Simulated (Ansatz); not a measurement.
HgO:
```
HgO
1.0
    3.47051     0.00000     0.00000
    0.00000     3.47051     0.00000
    0.00000     0.00000     5.99773
Hg O
2 2
Direct
  0.00000   0.50000   0.00000
  0.50000   0.00000   0.50000
  0.00000   0.00000   0.25000
  0.00000   0.00000   0.75000
```

Relaxed with PBE. Special points in fractions of this cell's reciprocal vectors: Γ (0.000, 0.000, 0.000); X (0.000, 0.500, 0.000); M (0.500, 0.500, 0.000); Z (0.000, 0.000, 0.500); R (0.000, 0.500, 0.500); A (0.500, 0.500, 0.500).

### Question
List the band energies nearest the Fermi level at these points for the program Ansatz at the PBE level (PAW).

### Answer
In eV from the Fermi level; about four levels below and three above (degenerate sets whole), none deeper than 8.9 eV; points with the same levels are listed once.

| k | below | above |
|---|---|---|
| Γ | -2.08 -1.93 -0.01 -0.01 | 3.67 3.88 10.60 |
| X | -2.71 -1.97 -0.66 -0.17 | 1.74 1.90 3.29 |
| M | -3.17 -3.17 -3.04 -3.04 | 0.25 1.64 4.19 4.19 |
| Z | -2.04 -2.04 -0.46 -0.46 | 1.04 1.04 7.61 7.61 |
| R | -3.31 -2.25 -2.06 -0.02 | 2.75 2.89 3.18 |
| A | -2.61 -2.61 -1.59 -1.59 | 3.02 3.02 4.21 4.21 |

Space group P4_2/mmc. A made-up cell: these elements were put on the sites of a structure type; neither database checked (COD, Materials Project) lists it. COD files the formula under space group No. 44, 62, so this cell is another polymorph or a model. Whether it is the stable phase at ambient conditions was not checked. The PBE relaxation kept the symmetry of its start; whether a distortion lowers the energy is not shown. Spin–orbit coupling is left out wherever it is not named.

Potentials: the later of the program's two PAW sets.
